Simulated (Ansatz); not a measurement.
# Mg: frozen-core PAW against all-electron methods

```
Mg
1.0
    -0.02244    2.23303    2.23303
     2.23303   -0.02244    2.23303
     2.23303    2.23303   -0.02244
Mg
1
Direct
  0.00000 0.00000 0.00000
```

Structure from Materials Project entry mp-1056702 (possibly hypothetical), not relaxed further. The listed cell was then made from it by scaling, straining or moving an atom.

All numbers are computed: DFT, LDA, PAW with Ansatz's default frozen-core files, scalar-relativistic (Ansatz 0.2.0); DFT, LDA, all-electron PAW with datasets made for the crystal, scalar-relativistic (Ansatz 0.2.0); DFT, LDA, all-electron LAPW, scalar-relativistic (Ansatz 0.2.0).

For PAW: a Γ-centred 16×16×16 k mesh, Fermi–Dirac smearing of 0.03 eV, cutoff 420 eV, no spin polarisation; the PAW files were made with PBE, and the program remakes their frozen cores for this functional. The crystal-made all-electron datasets (AE datasets) take a cutoff of 100 eV at this cell. LAPW targets a basis error of 1 meV/atom. The Ansatz runs share mesh, smearing and spin set-up. Plane-wave (PAW) pressures include the program's estimate of the Pulay term.

Stress and pressure are positive in compression.

The change that made this cell: equal xy, yz and zx engineering shear strains of -1 %.

| quantity | PAW | AE datasets | LAPW |
| --- | --- | --- | --- |
| pressure (GPa) | -1.35 | -1.33 | -1.32 |
| stress yz (GPa) | 0.10 | 0.10 | 0.10 |
| stress xz (GPa) | 0.10 | 0.10 | 0.10 |
| stress xy (GPa) | 0.10 | 0.10 | 0.10 |

PAW's pressure differs from the LAPW value by -0.03 GPa. Datasets made for the crystal and LAPW share parts of one code, so their agreement isn't an independent check.
